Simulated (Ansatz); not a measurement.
An Ansatz (a first-principles code) run. Input:

Ansatz 0.2 input:
```yaml
crystal:
  lattice:
    - [3.2302079965, 0.0, 0.0]
    - [0.0, 3.2302079965, 0.0]
    - [0.0, 0.0, 3.2302079965]
  atoms:
    - { symbol: Ru, position: [0.5, 0.5, 0.5] }
    - { symbol: Hf, position: [0.0, 0.0, 0.0] }
kpoints:
  mp_grid: { grid: [13, 13, 13] }
hamiltonian:
  xc: r2scan
  pseudopotentials: { kind: paw }
scf:
  occupations: { method: gaussian, width: 0.1 }
checkpoint: { read: metal.run }
output: { bader: true, populations: true }
```

Output (shortened):

```
Pseudopotential: Ru, paw, valence charge 16
Pseudopotential: Hf, paw, valence charge 26
Functional definition: r2SCAN
Crystal: 2 atoms, lattice volume = 33.705 Å³
Basis set: ecut = 500 eV, 847 PW (Γ), exchange–correlation on 96×96×96 points (64 copies of the dense FFT grid, shifted against one another)
Bands: 26, of which v1, the nominal top of the filled ones, is band 21 counted from 1 (20 counted from 0)
Symmetry: 48 space group operations
Space group: Pm-3m (ITA 221), of the structure as read, at distance tolerance 3.2e-5 Å
k-points: 84 of 2197
Stability of the state it starts from, as read at its close in the unpolarized treatment …
iter 1 solved again at ethr=7.60e-9 eV; its pass at ethr=3.10e-3 eV (dr2=3.19e-6 eV) is discarded
SCF iter   1: F=—  HF=-21625.494715 eV  |F-HF|=—  |Δ(HF+E_count)|=         —  Δρ=3.11e-7  dr2=2.30e-11  dr2_τ=2.65e-12  ethr=7.60e-9  ⟨swp⟩=3.3  Hψ=14550  notcnv=0
preconditioner: auto → Kerker (q_TF=auto, 2.830 Å⁻¹)
SCF iter   2: F=-21625.494715 eV  HF=-21625.494715 eV  |F-HF|=1.82e-11  |Δ(HF+E_count)|=   1.48e-9  Δρ=2.35e-7  dr2=2.18e-11  dr2_τ=3.56e-12  ethr=1.00e-12  ⟨swp⟩=5.9  Hψ=8851  notcnv=0
SCF 1 converged in 2 iterations: F = -21625.494715 eV  dr2 = 2.18e-11
SCF converged after 2 iterations
Free energy (F): -21625.494715 eV
Harris-Foulkes:  -21625.494715 eV  (|F-HF|=1.82e-11)
Internal energy: -21625.492261 eV  (E = F + TS)
E sigma→0 (E₀):  -21625.493488 eV
Entropy (-TS):   -0.002454 eV (-1.227 meV/atom)
Fermi energy:    22.761119 eV
--- Per-component energies (eV) ---
  E_band       = 16.064328
  E_kinetic    = 940.942096
  E_local      = -6077.564496  (includes V_loc(G=0)·N_el)
  E_nonlocal   = -904.316538
  E_hartree    = 2698.288460
  E_xc         = -468.987322
  E_vxc        = -562.179427  (∫ρ·V_xc dr)
  E_paw        = -10432.689885  (= ΣΔE_a)
  E_vpaw       = 1189.212791  (= ΣTr[D̂ρ^β])
  E_aug_tail   = 0.000079  (compensation charges beyond the density's cutoff)
  E_vtau       = 33.392751  (kinetic-family band-sum trace: ∫τ·v_τ [+ j·A + Jᵃ·Aᵃ] dr)
  E_ewald      = -7381.175223
  E_core_change = 0.010566  (= ΣΔE_core)
  E_smearing   = -0.002454  (= −TS)
  E_closure    = 0.000000  (closes the sum)
  Σ components = -21625.494715   (vs F -21625.494715, Δ=0.00e0)
  [band-id]    e_kinetic+e_local+e_nonlocal+2·e_hartree+e_vxc+e_vpaw+e_augmentation_tail+e_vtau = 16.064178   (vs E_band 16.064328, Δ=-1.51e-4)
--- Band table (eV; the first three rows and the last of 84) ---
  k-point 0: bands = ["-52.0407", "-41.0018", "-21.2473", "-21.2473", "-21.2473", "-8.8582", "-8.8582", "-8.8582", "10.6050", "10.6050", "10.6050", "10.6210", "10.6210", "10.6210", "10.6303", "14.5007", "17.6370", "17.6370", "20.9822", "20.9822", "20.9822", …
  k-point 1: bands = ["-52.0403", "-41.0010", "-21.2523", "-21.2465", "-21.2465", "-8.8827", "-8.8576", "-8.8576", "10.6034", "10.6058", "10.6058", "10.6184", "10.6213", "10.6213", "10.6293", "14.6363", "17.7026", "17.7350", "20.9646", "20.9646", "21.0179", …
  k-point 2: bands = ["-52.0392", "-40.9987", "-21.2663", "-21.2443", "-21.2443", "-8.9500", "-8.8561", "-8.8561", "10.5990", "10.6073", "10.6073", "10.6114", "10.6229", "10.6229", "10.6265", "15.0314", "17.8961", "18.0071", "20.9198", "20.9198", "21.1199", …
  k-point 83: bands = ["-52.0220", "-40.9528", "-21.3207", "-21.3202", "-21.3202", "-9.1815", "-9.1815", "-9.1796", "10.6038", "10.6041", "10.6041", "10.6042", "10.6332", "10.6332", "10.6335", "19.3711", "19.4899", "19.4899", "20.8271", "20.8271", "20.8452", …
--- Löwdin populations: 2 sites ---
  site symbol       q [e]
     0     Ru     16.1289
     1     Hf     25.6896
  spilling = 0.004320 (of n_electrons = 42.000000)
--- Bader charges: 2 sites ---
  site symbol  charge [e]  shift [e]
     0     Ru     -1.5794     0.0006
     1     Hf      1.5794     0.0006
  shift: an alarm, by how much a part of what the PAW files miss would move the charge. Where it is large, compare
  with a run on PAW files of another source; a small one proves nothing
  estimated error of the sums over rays = 4.1e-4 e
```

Cost: around 15 core-seconds (rough) on shared cores.

The workflow started from an entry of the Crystallography Open Database (COD). Its standing as an ambient phase is unchecked. Symmetry was held in the r²SCAN relaxation; whether a distortion lowers the energy is not shown. No spin polarisation was allowed. Spin–orbit coupling is left out wherever it is not named.

Potentials: the later of the program's two PAW sets.

Ansatz is a plane-wave DFT program.
